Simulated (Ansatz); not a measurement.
A plane-wave DFT run in Ansatz 0.2.0 (scalar-relativistic PAW potentials unless the input names others): input and command.

```yaml
crystal:
  lattice:
    - [3.2732461613, 0.0, 0.0]
    - [0.0, 3.2732461613, 0.0]
    - [0.0, 0.0, 3.2732461613]
  atoms:
    - { symbol: Be, position: [0.0, 0.5, 0.5] }
    - { symbol: Be, position: [0.5, 0.0, 0.5] }
    - { symbol: Be, position: [0.5, 0.5, 0.0] }
    - { symbol: Cr, position: [0.0, 0.0, 0.0] }
basis:
  ecutwfc: 420
kpoints:
  mp_grid: { grid: [14, 14, 14] }
hamiltonian:
  xc: pbe
  dispersion: d4
scf:
  occupations: { method: gaussian, width: 0.1 }
output:
  forces: true
  eigenvalues: true
  stress: true
accuracy: medium
```

```bash
ansatz run input.yaml --threads 1 --pin off --max-ram 2560MiB --backend cpu --events-out ev --progress --plain --runs-dir out
```

Abridged log:
```
Basis set: ecut = 420 eV, 691 PW (Γ), exchange–correlation on 48×48×48 points (8 copies of the dense FFT grid, shifted against one another)
Bands: 14, of which v1, the nominal top of the filled ones, is band 10 counted from 1 (9 counted from 0)
Symmetry: 48 space group operations
k-points: 120 of 2744
SCF iter   1: F=—  HF=-3657.277408 eV  |F-HF|=—  |Δ(HF+E_count)|=         —  Δρ=4.65e-3  dr2=7.65e-3  ethr=1.77e-3  ⟨swp⟩=5.1  Hψ=8285  notcnv=0
SCF iter   2: F=—  HF=-3657.276923 eV  |F-HF|=—  |Δ(HF+E_count)|=   4.85e-4  Δρ=3.22e-3  dr2=4.18e-3  ethr=3.82e-5  ⟨swp⟩=1.0  Hψ=2640  notcnv=0
SCF iter   3: F=—  HF=-3657.276164 eV  |F-HF|=—  |Δ(HF+E_count)|=   7.60e-4  Δρ=6.85e-4  dr2=1.85e-4  ethr=2.09e-5  ⟨swp⟩=2.4  Hψ=2282  notcnv=0
SCF iter   4: F=—  HF=-3657.276142 eV  |F-HF|=—  |Δ(HF+E_count)|=   2.19e-5  Δρ=6.36e-5  dr2=5.38e-7  ethr=9.27e-7  ⟨swp⟩=1.8  Hψ=1865  notcnv=0
SCF iter   5: F=—  HF=-3657.275926 eV  |F-HF|=—  |Δ(HF+E_count)|=   2.16e-4  Δρ=3.60e-5  dr2=4.88e-7  ethr=2.69e-9  ⟨swp⟩=2.0  Hψ=2891  notcnv=0
SCF iter   6: F=-3657.275925 eV  HF=-3657.275926 eV  |F-HF|=4.01e-9  |Δ(HF+E_count)|=   5.79e-8  Δρ=3.17e-6  dr2=4.58e-9  ethr=5.00e-10  ⟨swp⟩=2.7  Hψ=5434  notcnv=0
SCF 1 converged in 6 iterations: F = -3657.275925 eV  dr2 = 4.58e-9
SCF converged after 6 iterations
Free energy (F): -3657.275925 eV
Harris-Foulkes:  -3657.275926 eV  (|F-HF|=4.01e-9)
Internal energy: -3657.271792 eV  (E = F + TS)
E sigma→0 (E₀):  -3657.273859 eV
Entropy (-TS):   -0.004134 eV (-1.033 meV/atom)
Fermi energy:    11.203330 eV
  E_disp       = -0.739609  (pairwise vdW)
--- Forces (eV/Å), atoms counted from 1 ---
  atom   1  Be     0.00000000     0.00000000     0.00000000
  atom   2  Be     0.00000000     0.00000000     0.00000000
  atom   3  Be     0.00000000     0.00000000     0.00000000
  atom   4  Cr     0.00000000     0.00000000     0.00000000
--- Stress (GPa, compression-positive) ---
       -3.210574       0.000000       0.000000
        0.000000      -3.210574       0.000000
        0.000000       0.000000      -3.210574
  P = ⅓ Tr σ = -3.2106 GPa (-32.106 kbar)
```

Apart from outputs, empty bands and the relaxation, which only the reference makes, the input differs from a reference run on usual settings in accuracy: not typed → "medium"; hamiltonian.dispersion: not typed → "d4". The reference, at the same geometry, ended its own course with pressure 0.00 GPa, largest force 0.000 eV/Å, no gap on the mesh. This run converged in 6 SCF iterations with an energy at zero smearing 185 meV/atom below the reference's (the Hamiltonian itself differs), pressure -3.21 GPa, largest force 0.000 eV/Å, no gap on the mesh.

The run took 3.1 s on 1 thread of Arm Neoverse V2, with other jobs on the host, peak memory 0.33 GiB.